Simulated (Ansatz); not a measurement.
# Computed properties of AgRhO2

AgRhO$_{2}$:
```
AgRhO2
1.0
    1.51221     0.87308     6.11397
   -1.51221     0.87308     6.11397
    0.00000    -1.74615     6.11397
Ag Rh O
1 1 2
Direct
  0.00000   0.00000   0.00000
  0.50000   0.50000   0.50000
  0.88750   0.88750   0.88750
  0.11250   0.11250   0.11250
```

Space group R-3m (No. 166); conventional cell a = 3.0244 Å, b = 3.0244 Å, c = 18.3419 Å, α = 90.00°, β = 90.00°, γ = 120.00°.

Method: LDA (plane waves, PAW; program Ansatz). Structure relaxed to zero pressure with the same functional. Other levels are named where they apply.

### Cell and energy

Volume per atom: 12.11 Å³
Density: 8.32 g/cm³
Formation energy from the elements (no fitted shifts): -625 meV/atom

### Electronic structure

- Band gap = 0.45 eV (indirect)
- Valence-band maximum = off the standard path, at k = (-0.010, 0.354, -0.370) in fractions of the reciprocal vectors
- Conduction-band minimum = off the standard path, at k = (0.091, 0.411, 0.411) in fractions of the reciprocal vectors
- Smallest direct gap on the standard path = 0.75 eV
- Electron effective mass = 0.28, 0.48, 0.74 mₑ (principal values)

### Mechanics

- Bulk modulus (Birch–Murnaghan fit): 180 GPa
- Pressure derivative B′: 4.2
- Elastic constants (relaxed ions, GPa): C11 = 251, C12 = 119, C13 = 152, C14 = -6.4, C33 = 368, C44 = 21.6
- Mechanical stability: stable (all eigenvalues of C positive)
- Hill bulk and shear moduli: 186 and 43.6 GPa
- Young's modulus: 121 GPa
- Poisson's ratio: 0.39
- Debye temperature from the elastic constants: 336 K

### Dielectric response

Electronic dielectric constant ε∞ (DFPT): 13.5 (xx = yy), 14.7 (zz)
Static dielectric constant ε0 (ions relaxed, cell fixed): 15.3 (xx = yy), 15.9 (zz)
Born charges (a third of the trace): Ag +1.10, Rh +2.51, O -1.81 e

### Phonons

- Highest zone-centre frequency (without LO–TO term): 629 cm⁻¹
- Zone-centre stability: no imaginary mode at Γ

The first step of the workflow began from a Materials Project structure, measured or hypothetical; the Crystallography Open Database copy checked does not list it. Its standing as an ambient phase is unchecked. Symmetry was held in the LDA relaxation. No spin polarisation was allowed. The references are the lowest solids computed at this level, not always the standard phases (solids in place of the gases). Scalar-relativistic: spin–orbit coupling is off unless named, which matters more the heavier the elements.

Potentials: the later of the program's two PAW sets.
